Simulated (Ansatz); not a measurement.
TiN (rock salt)

```cif
data_N4Ti4
_chemical_formula_sum 'N4 Ti4'
_space_group_name_H-M_alt 'Fm-3m'
_space_group_IT_number 225
_space_group_name_Hall '-F 4 2 3'
_cell_length_a 4.23251
_cell_length_b 4.23251
_cell_length_c 4.23251
_cell_angle_alpha 90.000
_cell_angle_beta 90.000
_cell_angle_gamma 90.000
loop_
_atom_site_label
_atom_site_type_symbol
_atom_site_symmetry_multiplicity
_atom_site_Wyckoff_symbol
_atom_site_fract_x
_atom_site_fract_y
_atom_site_fract_z
_atom_site_occupancy
N1 N 4 a 0.00000 0.00000 0.00000 1
Ti1 Ti 4 b 0.50000 0.50000 0.50000 1
```
(The calculation used a cell of 2 atoms; values per cell refer to that cell.)

E(V) scan at fixed shape, V₀ the volume above. Symmetry pins the atoms to their sites.

Method: r2SCAN (plane waves to 500 eV, PAW, scalar-relativistic; Ansatz, an electronic-structure program). k mesh 19×19×19 (Γ-centred), Fermi-Dirac smearing 0.05 eV. E stands for the smeared free energy. TiN is run without spin polarisation. TiN was relaxed with its symmetry unable to fall. ΔE is measured from the relaxed starting cell.

### Question
Estimate the ΔE (meV/atom) for V/V₀ = 0.940, 0.950, 0.970, 0.990, 1.030, 1.040, 1.050, 1.060.

### Answer
| V/V₀ | ΔE (meV/atom) |
|---|---|
| 0.940 | 35 |
| 0.950 | 24 |
| 0.970 | 8 |
| 0.990 | 1 |
| 1.030 | 7 |
| 1.040 | 13 |
| 1.050 | 20 |
| 1.060 | 28 |

(A scan under strain: stresses follow from slopes of the energy per volume, elastic moduli from its curvatures.)
